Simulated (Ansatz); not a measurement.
NaF (rock salt, Fm-3m), a = 4.5032 Å, b = 4.5032 Å, c = 4.5032 Å, α = 90.00°, β = 90.00°, γ = 90.00°; the cell used has 2 atoms.

Relaxed with LDA.

Task: Decompose the optical modes at the zone centre into irreducible representations, and say which are infrared and Raman allowed.

Result: Point group m-3m: Γ_opt = T1u. Infrared: T1u. Raman: none.

Task: Assign frequencies (DFPT, LDA (plane waves, PAW; program Ansatz); without the LO–TO term).

Result: T1u 275 cm⁻¹.

Symmetry was held in the LDA relaxation; phonons on a q-mesh show no instability.

Potentials: the later of the program's two PAW sets.
